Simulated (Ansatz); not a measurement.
The cell below belongs to a search over invented structures; it isn't taken from experiment.

Input and command of a plane-wave DFT calculation in Ansatz:

```yaml
crystal:
  lattice:
    - [-2.08839403, 2.08839403, 5.53377409]
    - [2.08839403, -2.08839403, 5.53377409]
    - [2.08839403, 2.08839403, -5.53377409]
  atoms:
    - { symbol: Mg, position: [0.38100001, 0.38100001, 0.0] }
    - { symbol: Mg, position: [0.61899999, 0.61899999, 0.0] }
    - { symbol: Mg, position: [0.75, 0.25, 0.5] }
    - { symbol: Mg, position: [0.25, 0.75, 0.5] }
    - { symbol: S, position: [0.0, 0.0, 0.0] }
basis:
  ecutwfc: 420
kpoints:
  mp_grid: { grid: [5, 5, 5] }
hamiltonian:
  xc: pbe
scf:
  occupations: { method: gaussian, width: 0.2 }
  lower_state_search: "off"
output:
  forces: true
  stress: true
  eigenvalues: true
relax:
  adjacent_minimum: "off"
  f_tol: 0.08
  max_steps: 16
  cell: { stress_tol: 0.8 }
```

```bash
ansatz run input.yaml --threads 1 --pin off --max-ram 2560MiB --backend cpu --events-out ev --progress --plain --runs-dir out
```

Processor: AMD EPYC (Zen 3), 1 thread, on a host shared with other jobs.

**Question.** Estimate time, memory and problem size.

**Answer.** About 91 s, peak memory 0.39 GiB. It solves 28 bands at 18 k points (after reduction by symmetry) with about 2239 plane waves (on the last cell), in 84 SCF iterations over 14 ionic steps.
